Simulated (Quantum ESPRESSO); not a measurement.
pw.x input (Quantum ESPRESSO 7.5; PBEsol, PseudoDojo standard norm-conserving files, scalar-relativistic):

```
&CONTROL
  calculation = 'scf'
  pseudo_dir = './pseudo'
  outdir = './out'
  tprnfor = .true.
  tstress = .true.
/
&SYSTEM
  ibrav = 0
  nat = 2
  ntyp = 2
  ecutwfc = 84.0
  ecutrho = 336.0
  occupations = 'smearing'
  smearing = 'fd'
  degauss = 0.005
  nbnd = 13
/
&ELECTRONS
  conv_thr = 2e-10
/
ATOMIC_SPECIES
N 14.0070 N.upf
In 114.8180 In.upf
CELL_PARAMETERS angstrom
  0.000000000000   2.502695000000   2.502695000000
  2.502695000000   0.000000000000   2.502695000000
  2.502695000000   2.502695000000   0.000000000000
ATOMIC_POSITIONS crystal
N   0.750000000000   0.750000000000   0.750000000000
In   0.000000000000   0.000000000000   0.000000000000
K_POINTS automatic
16 16 16 0 0 0
```

End of the output:

```
     total energy              =    -153.26443434 Ry
     estimated scf accuracy    <       0.00000003 Ry
     total energy              =    -153.26443434 Ry
     estimated scf accuracy    <          1.2E-09 Ry
     total energy              =    -153.26443434 Ry
     estimated scf accuracy    <          1.0E-09 Ry
[...]
     the Fermi energy is     9.6743 ev
!    total energy              =    -153.26443434 Ry
     estimated scf accuracy    <          4.4E-13 Ry
     smearing contrib. (-TS)   =      -0.00002013 Ry
     internal energy E=F+TS    =    -153.26441422 Ry
     The total energy is F=E-TS. E is the sum of the following terms:
     one-electron contribution =     -34.56675611 Ry
     hartree contribution      =      32.08840792 Ry
     xc contribution           =     -45.72905968 Ry
     ewald contribution        =    -105.05700635 Ry
     convergence has been achieved in  12 iterations
     Forces acting on atoms (cartesian axes, Ry/au):
     atom    1 type  1   force =     0.00000000    0.00000000    0.00000000
     atom    2 type  2   force =     0.00000000    0.00000000    0.00000000
     Total force =     0.000000     Total SCF correction =     0.000000
     Computing stress (Cartesian axis) and pressure
          total   stress  (Ry/bohr**3)                   (kbar)     P=      -10.30
  -0.00006999   0.00000000  -0.00000000          -10.30        0.00       -0.00
   0.00000000  -0.00006999  -0.00000000            0.00      -10.30       -0.00
  -0.00000000  -0.00000000  -0.00006999           -0.00       -0.00      -10.30
```

Spin-orbit coupling is not included.

Geometry of the Materials Project entry, not relaxed at this level.
